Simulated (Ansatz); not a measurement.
Surfaces of elemental crystals compared.

These are results of DFT PBE, scalar-relativistic, plane waves, PAW (Ansatz), not measurements. Cutoff 420 eV, Γ-centred meshes, Gaussian smearing of 0.10 eV, no spin polarisation.

Each bulk is relaxed, then a slab of about 10 Å is cut and relaxed with a dipole correction; γ is the mean of the two faces.

| surface | cell lengths (Å) | planes | outer planes | area (Å²) |
| --- | --- | --- | --- | --- |
| Ta (211) (Im-3m) | 3.319 | 8 | Ta | 13.49 |
| Ir (111) (Fm-3m) | 3.871 | 5 | Ir | 6.49 |
| Ir (100) (Fm-3m) | 3.871 | 6 | Ir | 7.49 |
| Pt (110) (Fm-3m) | 3.970 | 8 | Pt | 11.15 |
| Pb (111) (Fm-3m) | 5.042 | 4 | Pb | 11.01 |

Problem. Order them by surface energy, lowest first.
A. Pt (110) (Fm-3m)
B. Pb (111) (Fm-3m)
C. Ir (111) (Fm-3m)
D. Ir (100) (Fm-3m)
E. Ta (211) (Im-3m)

Solution. B (0.21 J/m²), A (1.90 J/m²), C (2.31 J/m²), E (2.67 J/m²), D (2.86 J/m²).

Problem. What are the other results?

Solution. 
```
         surface  γ (J/m²)  γ·A (eV a cell)  top spacing (%)
Ta (211) (Im-3m)      2.67             2.25            -15.8
Ir (111) (Fm-3m)      2.31             0.94             -2.2
Ir (100) (Fm-3m)      2.86             1.34             -5.3
Pt (110) (Fm-3m)      1.90             1.32            -15.3
Pb (111) (Fm-3m)      0.21             0.15             -5.0
```

Slabs that rebuild by over 0.8 Å, distort in their middle or lose their symmetry through the k mesh, and polar cuts of insulators, are left out. Of the terminations computed for a plane the cheapest is shown. Bulk energies on two k meshes leave up to 0.05 J/m² open.

The slabs are thin, so differences under about 0.05 J/m² or 0.1 eV aren't settled. Spin-orbit coupling is left out, which matters for the bands of heavy elements.
